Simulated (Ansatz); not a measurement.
**Hf (hcp, Mg type), energy over volume and axial ratio**

Hf (hcp, Mg type)

Space group P6₃/mmc (No. 194); a = 3.2042 Å, b = 3.2042 Å, c = 5.0691 Å, α = 90.00°, β = 90.00°, γ = 120.00°

| atom | site | symmetry | x | y | z |
|---|---|---|---|---|---|
| Hf | 2d | -6m2 | 0.6667 | 0.3333 | 0.2500 |

Grid over V/V₀ and (c/a)/(c/a)₀, subscript 0 meaning the relaxed cell; the conventional c axis lies along z; no internal relaxation.

The numbers are results of PBE (plane waves to 420 eV, PAW, scalar-relativistic; Ansatz, a first-principles code), not measurements. k mesh 17×17×9 (Γ-centred), Fermi-Dirac smearing 0.05 eV. E stands for the smeared free energy. Stress and pressure are positive under compression. With partly filled bands, the response to shear is sensitive to the k mesh, so small differences along c/a are uncertain. Hf is run without spin polarisation. Hf was relaxed with its symmetry unable to fall. Spin-orbit coupling is left out, though Hf is heavy. ΔE is measured from the relaxed starting cell.

ΔE (meV/atom), with V/V₀ across and (c/a)/(c/a)₀ down:

```
(c/a)/(c/a)₀ \ V/V₀  0.960  0.973  0.987  1.000  1.013  1.027  1.040
-------------------  -----  -----  -----  -----  -----  -----  -----
0.880                  111    101     95     92     91     93     97
0.920                   56     48     42     40     40     43     48
0.960                   24     16     11     10     11     14     20
1.000                   13      6      1      0      1      5     11
1.040                   21     14     10      9     10     14     20
1.080                   47     39     35     34     35     39     45
1.120                   85     77     73     72     73     76     82
```

P (GPa), with V/V₀ across and (c/a)/(c/a)₀ down:

| (c/a)/(c/a)₀ \ V/V₀ | 0.960 | 0.973 | 0.987 | 1.000 | 1.013 | 1.027 | 1.040 |
|---|---|---|---|---|---|---|---|
| 0.880 | 5.8 | 4.2 | 2.6 | 1.1 | -0.3 | -1.7 | -2.9 |
| 0.920 | 5.3 | 3.6 | 2.0 | 0.5 | -0.9 | -2.2 | -3.4 |
| 0.960 | 4.9 | 3.2 | 1.7 | 0.2 | -1.2 | -2.5 | -3.8 |
| 1.000 | 4.7 | 3.0 | 1.5 | 0.0 | -1.4 | -2.7 | -3.9 |
| 1.040 | 4.6 | 3.0 | 1.4 | 0.0 | -1.4 | -2.7 | -3.9 |
| 1.080 | 4.7 | 3.0 | 1.5 | 0.0 | -1.3 | -2.6 | -3.9 |
| 1.120 | 4.7 | 3.1 | 1.5 | 0.1 | -1.3 | -2.5 | -3.8 |

Summary:

The modulus against c/a change at fixed volume, (3/4V)·∂²E/∂(ln c/a)² (fit, atoms clamped) is 62 GPa. Lowest place on the grid: V/V₀ = 1.000, (c/a)/(c/a)₀ = 1.000 (0 meV/atom). Highest place on the grid: V/V₀ = 0.960, (c/a)/(c/a)₀ = 0.880 (111 meV/atom).

The 49 points together took around 5 core-minutes (rough).

(A scan under strain: stresses follow from slopes of the energy per volume, elastic moduli from its curvatures.)
